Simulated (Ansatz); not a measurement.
SiNi3:
Space group Pm-3m (No. 221); a = b = c = 3.5061 Å, α = β = γ = 90.00°

```csv
atom,site,symmetry,x,y,z
Si,1a,m-3m,0.0000,0.0000,0.0000
Ni,3c,4/mm.m,0.0000,0.5000,0.5000
```

Relaxed with PBE.

Q: Tabulate the valence density and the electron localisation function along the shortest Si–Ni contact (2.48 Å), plane-wave PAW PBE (Ansatz code).

A: 

```
distance from Si (Å)  density (e/Å³)   ELF
--------------------  --------------  ----
0.25                            0.10  0.30
0.37                            0.18  0.24
0.50                            0.27  0.29
0.62                            0.35  0.43
0.74                            0.39  0.56
0.87                            0.40  0.63
0.99                            0.38  0.62
1.12                            0.36  0.54
1.24                            0.35  0.41
1.36                            0.39  0.28
1.49                            0.48  0.21
1.61                            0.73  0.20
1.74                            1.50  0.24
1.86                            3.46  0.29
1.98                            8.16  0.37
2.11                           18.12  0.47
2.23                           34.64  0.59
```

The density is the valence pseudo-density with augmentation charge, so density and ELF within about 1 Å of a nucleus are not all-electron values.

The cell was relaxed with PBE under the symmetry of its start; of distortions, only those at the zone centre were tested. The workflow began spin-polarised and lost its moments.

Potentials: the later of the program's two PAW sets.
